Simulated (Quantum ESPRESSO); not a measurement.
# SiAsF3O3: input and log of a self-consistent run

Simulated, not a measurement. The program is pw.x of Quantum ESPRESSO 7.5 (plane-wave density functional theory). The cell is made up: 8 atoms on a quartz lattice with one site empty, with randomly drawn elements, strain and displacements, not relaxed. PseudoDojo standard norm-conserving files (v0.5 for PBE, v0.4.1 for LDA and PBEsol) set the functional; there is no spin polarisation, spin-orbit coupling or dispersion term, and the masses in the input are unused placeholders.

Input:

```
&control calculation='scf', pseudo_dir='./dojo.nc.sr.pbe.v0_5.standard.upf', outdir='./o', disk_io='medium', tprnfor=.true., tstress=.true. /
&system ibrav=0, nat=8, ntyp=4, nbnd=35, ecutwfc=105.61755193, nosym=.true., tot_charge=0,
 occupations='smearing', smearing='fd', degauss=0.0018374661
/
&electrons conv_thr=7.350e-09, electron_maxstep=60, /
ATOMIC_SPECIES
As 1.0 As.upf
F 1.0 F.upf
O 1.0 O.upf
Si 1.0 Si.upf
CELL_PARAMETERS angstrom
5.2831 0.0 0.0
-2.6415 4.5753 0.0
0.0 0.0 5.8621
ATOMIC_POSITIONS angstrom
Si 2.5198 -0.0649 3.9094
As -1.2767 2.0478 1.924
F 1.4804 1.2261 4.6067
O 3.4672 0.7283 2.5862
O 2.8897 2.7931 0.7849
F 0.2494 1.7871 1.2941
O -1.1076 3.2844 3.2168
F 0.8863 3.8941 5.1139
K_POINTS automatic
7 7 6 1 1 1
```

The log is shortened where brackets say so; the opening notice, blank lines, dates and the lines on written files are dropped, and the path of the files is cut. It prints rydbergs, bohrs and kilobars, and counts compression as positive stress. With no partly filled state, the Fermi energy that it prints is only some level between the filled and the empty states on the mesh, and need not lie in the true gap.

```
     Program PWSCF v.7.5
     Parallel version (MPI & OpenMP), running on       1 processor cores
     Number of MPI processes:                 1
     Threads/MPI process:                     1
     [start-up lines left out]
     bravais-lattice index     =            0
     lattice parameter (alat)  =       9.9836  a.u.
     unit-cell volume          =     956.2209 (a.u.)^3
     number of atoms/cell      =            8
     number of atomic types    =            4
     number of electrons       =        58.00
     number of Kohn-Sham states=           35
     kinetic-energy cutoff     =     105.6176  Ry
     charge density cutoff     =     422.4702  Ry
     scf convergence threshold =      7.3E-09
     mixing beta               =       0.7000
     number of iterations used =            8  plain     mixing
     Exchange-correlation= PBE
                           (   1   4   3   4   0   0   0)
     [axes and pseudopotential details left out]
   Cartesian axes
     site n.     atom                  positions (alat units)
         1        Si     tau(   1) = (   0.4769548  -0.0122845   0.7399822  )
         2        As     tau(   2) = (  -0.2416574   0.3876133   0.3641801  )
         3        F      tau(   3) = (   0.2802143   0.2320797   0.8719691  )
         4        O      tau(   4) = (   0.6562813   0.1378547   0.4895232  )
         5        O      tau(   5) = (   0.5469705   0.5286858   0.1485681  )
         6        F      tau(   6) = (   0.0472071   0.3382673   0.2449509  )
         7        O      tau(   7) = (  -0.2096496   0.6216805   0.6088849  )
         8        F      tau(   8) = (   0.1677614   0.7370862   0.9679733  )
     number of k points=   147  Fermi-Dirac smearing, width (Ry)=  0.0018
     Number of k-points >= 100: set verbosity='high' to print them.
     Dense  grid:   140305 G-vectors     FFT dimensions: (  72,  72,  75)
     Estimated max dynamical RAM per process >     182.05 MB
     Initial potential from superposition of free atoms
     starting charge      57.9991, renormalised to      58.0000
     Starting wfcs are   37 randomized atomic wfcs
     total cpu time spent up to now is       54.1 secs
     per-process dynamical memory:   140.3 Mb
     Self-consistent Calculation
     iteration #  1     ecut=   105.62 Ry     beta= 0.70
     Davidson diagonalization with overlap
     ethr =  1.00E-02,  avg # of iterations =  3.0
     total cpu time spent up to now is      249.8 secs
     total energy              =    -466.93776220 Ry
     estimated scf accuracy    <       1.86944848 Ry
     iteration #  2     ecut=   105.62 Ry     beta= 0.70
     Davidson diagonalization with overlap
     ethr =  3.22E-03,  avg # of iterations =  2.9
     total cpu time spent up to now is      442.9 secs
     total energy              =    -466.67760032 Ry
     estimated scf accuracy    <       4.97078135 Ry
     iteration #  3     ecut=   105.62 Ry     beta= 0.70
     Davidson diagonalization with overlap
     ethr =  3.22E-03,  avg # of iterations =  3.0
     total cpu time spent up to now is      621.7 secs
     total energy              =    -467.75437817 Ry
     estimated scf accuracy    <       0.75332290 Ry
     iteration #  4     ecut=   105.62 Ry     beta= 0.70
     Davidson diagonalization with overlap
     ethr =  1.30E-03,  avg # of iterations =  2.0
     total cpu time spent up to now is      754.1 secs
     total energy              =    -467.80937119 Ry
     estimated scf accuracy    <       0.07823915 Ry
     iteration #  5     ecut=   105.62 Ry     beta= 0.70
     Davidson diagonalization with overlap
     ethr =  1.35E-04,  avg # of iterations =  2.5
     total cpu time spent up to now is      905.6 secs
     total energy              =    -467.81922922 Ry
     estimated scf accuracy    <       0.00429141 Ry
     [iterations 6 to 7 left out]
     iteration #  8     ecut=   105.62 Ry     beta= 0.70
     Davidson diagonalization with overlap
     ethr =  1.96E-07,  avg # of iterations =  2.0
     total cpu time spent up to now is     1450.0 secs
     total energy              =    -467.82082456 Ry
     estimated scf accuracy    <       0.00002424 Ry
     iteration #  9     ecut=   105.62 Ry     beta= 0.70
     Davidson diagonalization with overlap
     ethr =  4.18E-08,  avg # of iterations =  2.0
     total cpu time spent up to now is     1625.9 secs
     total energy              =    -467.82082786 Ry
     estimated scf accuracy    <       0.00000166 Ry
     iteration # 10     ecut=   105.62 Ry     beta= 0.70
     Davidson diagonalization with overlap
     ethr =  2.87E-09,  avg # of iterations =  3.4
     total cpu time spent up to now is     1797.0 secs
     total energy              =    -467.82082827 Ry
     estimated scf accuracy    <       0.00000029 Ry
     iteration # 11     ecut=   105.62 Ry     beta= 0.70
     Davidson diagonalization with overlap
     ethr =  4.99E-10,  avg # of iterations =  2.0
     total cpu time spent up to now is     1959.4 secs
     total energy              =    -467.82082829 Ry
     estimated scf accuracy    <       0.00000005 Ry
     iteration # 12     ecut=   105.62 Ry     beta= 0.70
     Davidson diagonalization with overlap
     ethr =  8.20E-11,  avg # of iterations =  2.6
     total cpu time spent up to now is     2138.9 secs
     End of self-consistent calculation
     Number of k-points >= 100: set verbosity='high' to print the bands.
     the Fermi energy is     2.1356 ev
!    total energy              =    -467.82082830 Ry
     estimated scf accuracy    <          6.4E-09 Ry
     smearing contrib. (-TS)   =      -0.00000000 Ry
     internal energy E=F+TS    =    -467.82082830 Ry
     The total energy is F=E-TS. E is the sum of the following terms:
     one-electron contribution =    -358.13329190 Ry
     hartree contribution      =     202.38871104 Ry
     xc contribution           =    -108.66300309 Ry
     ewald contribution        =    -203.41324435 Ry
     convergence has been achieved in  12 iterations
     Forces acting on atoms (cartesian axes, Ry/au):
     atom    1 type  4   force =    -0.03881497    0.03135464    0.02877876
     atom    2 type  1   force =    -0.10887237    0.32349424   -0.19654768
     atom    3 type  2   force =     0.09901377   -0.13160268   -0.07820320
     atom    4 type  3   force =    -0.11338280   -0.25778822    0.19350237
     atom    5 type  3   force =     0.11215296   -0.07195013    0.09363021
     atom    6 type  2   force =     0.04859009   -0.02029564    0.00169074
     atom    7 type  3   force =     0.07651745    0.06660675    0.05466543
     atom    8 type  2   force =    -0.07520413    0.06018103   -0.09751663
     Total force =     0.608118     Total SCF correction =     0.000273
     Computing stress (Cartesian axis) and pressure
          total   stress  (Ry/bohr**3)                   (kbar)     P=      -75.56
  -0.00055330   0.00038674  -0.00028332          -81.39       56.89      -41.68
   0.00038674  -0.00032323  -0.00018543           56.89      -47.55      -27.28
  -0.00028332  -0.00018543  -0.00066445          -41.68      -27.28      -97.74
     init_run     :     53.20s CPU     53.99s WALL (       1 calls)
     electrons    :   2009.74s CPU   2084.81s WALL (       1 calls)
     forces       :     19.63s CPU     19.85s WALL (       1 calls)
     stress       :     76.73s CPU     76.98s WALL (       1 calls)
     [timing details left out]
     PWSCF        :  35m59.80s CPU  37m17.21s WALL
     JOB DONE.
```

In other units: free energy -6365.027 eV for the cell, pressure -7.56 GPa, largest force component 8.317 eV/Å. This run is the check on a run of the same cell at a cutoff of 1143 eV and k mesh 5 x 5 x 4: rerunning at a cutoff of 1437 eV and k mesh 7 x 7 x 6 moved values by no more than 0.004 eV in energy, 0.02 GPa in stress and 0.002 eV/Å in force.